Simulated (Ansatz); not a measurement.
Values for one crystal, relaxed and computed with plane-wave PAW LDA (Ansatz code); other levels are named.

```yaml
volume_per_atom: 12.89 Å³
electronic_character: metallic (no gap)
Young's modulus: 306 GPa
Poisson's ratio: 0.28
Bulk modulus (Birch–Murnaghan fit): 231 GPa
Elastic constants (relaxed ions, GPa): C11 = 358, C12 = 168, C44 = 140
Density of states at the Fermi level: 0.77 states/eV per atom (mean over ±0.08 eV)
```

**Question.** Which of these materials gives this?
A) AlNi, CsCl type
B) AlRu, CsCl type
C) TiAl, CsCl type
D) TiAl, L1₀ or tetragonal B2

**Answer.** B, AlRu, CsCl type

Space group Pm-3m (CsCl type). The cell was relaxed with LDA under the symmetry of its start; of distortions, only those at the zone centre were tested. The run is not spin-polarised. As this level gives no gap, shear constants depend on the k-mesh and smearing (Fermi–Dirac, 0.1 eV here). Spin–orbit coupling is left out wherever it is not named.

Potentials: the earlier of the program's two PAW sets.
